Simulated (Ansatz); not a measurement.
The relaxed structure here is a generated cell of HfIr3: the first start was made by placing the elements on the sites of a structure type, and the end was not matched to a known phase here, so it may be hypothetical.

A relaxed cell of HfIr₃ (Cmmm (No. 65)), relaxed on a k-mesh at least as fine as the one used below. Method: PBE (plane waves to 420 eV, PAW, scalar-relativistic; Ansatz, a first-principles code). Γ-centred k-mesh 7×7×6 on the run's cell (coarser than for final values), Fermi–Dirac smearing 0.05 eV.

```yaml
crystal:
  lattice:
    - [2.82186, -3.86422, 0.00000]
    - [2.82186, 3.86422, 0.00000]
    - [0.00000, 0.00000, 5.77609]
  atoms:
    - { symbol: Hf, position: [0.00000, 0.00000, 0.00000] }
    - { symbol: Hf, position: [0.00000, 0.00000, 0.50000] }
    - { symbol: Ir, position: [0.50000, 0.50000, 0.00000] }
    - { symbol: Ir, position: [0.50000, 0.50000, 0.50000] }
    - { symbol: Ir, position: [0.00000, 0.50000, 0.25000] }
    - { symbol: Ir, position: [0.00000, 0.50000, 0.75000] }
    - { symbol: Ir, position: [0.50000, 0.00000, 0.25000] }
    - { symbol: Ir, position: [0.50000, 0.00000, 0.75000] }
```

The atoms are displaced by (Å):

| atom | ux | uy | uz |
|---|---|---|---|
| Hf1 | 0.048 | -0.036 | 0.007 |
| Hf2 | -0.077 | -0.116 | 0.029 |
| Ir3 | -0.154 | -0.085 | -0.069 |
| Ir4 | 0.104 | 0.039 | -0.162 |
| Ir5 | 0.058 | 0.014 | 0.121 |
| Ir6 | 0.010 | -0.084 | 0.117 |
| Ir7 | -0.012 | 0.112 | -0.050 |
| Ir8 | 0.086 | 0.129 | -0.142 |

### Question
What forces (eV/Å) and pressure result?

### Answer
```tsv
atom	Fx	Fy	Fz
Hf1	-1.45	0.61	0.17
Hf2	0.80	1.65	-0.13
Ir3	2.72	1.32	0.60
Ir4	-1.08	-0.16	1.00
Ir5	-1.04	-1.09	-1.58
Ir6	0.15	0.88	-1.38
Ir7	0.71	-1.54	0.47
Ir8	-0.80	-1.67	0.85
```

Pressure +6.3 GPa.

### Question
Estimate the energy cost of the displacement in the harmonic approximation and compare with the calculation.

### Answer
For a harmonic well ΔE = −½ Σ F·u = 1.154 eV a cell, or 144 meV/atom. The calculated energy relative to the undisplaced cell is +0.14 eV/atom, so the harmonic estimate holds well.

No spin polarisation in the result.

The run that gave the undisplaced cell could not lose the symmetry of its start; a randomly shaken copy of 8 atoms returns to this structure.
